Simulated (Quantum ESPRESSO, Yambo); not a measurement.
Levels of theory for the gap of RbScMo2O8

RbScMo2O8 (space group P-3m1, No. 164): one geometry, one set of norm-conserving PBEsol (Quantum ESPRESSO, 84 Ry, without SOC) orbitals, self-energies from Yambo (3×3×2 Γ-centred k mesh, bands 4 to 260 and a 6 Ry block in the screening, 260 bands in G with the Bruneval-Gonze terminator, plasmon pole fitted at 27.2 eV).

The geometry is that of Materials Project entry mp-1209180, symmetrised and not relaxed again.

```
level                                                        gap Γ → Γ (eV)                   rough Yambo cost
-----------------------------------------------------------  --------------  ---------------------------------
PBEsol (Quantum ESPRESSO)                                              3.45                                  –
exchange only (Hartree-Fock self-energy on PBEsol orbitals)           14.24              about 1/10 (8 states)
static COHSEX@PBEsol                                                   6.71  within a factor of two (2 states)
G0W0@PBEsol, plasmon pole                                              5.96                       1 (8 states)
```

Bare exchange has no screening and gives the widest gap; static COHSEX screens it but leaves out the frequency dependence, which G0W0 restores.

Costs are rough ratios of core time on shared machines.

Nearest settings tried, and what they do to the gap: 110 bands in W, 110 bands in G: +151 meV; 5 Ry block (305 vectors against 437): -2 meV. Not varied: mesh. So the settings aren't converged at that level.

Spin-orbit splittings are left out.

The structure is a Materials Project entry; no match was found in the copy of COD used, and its stability was not checked.
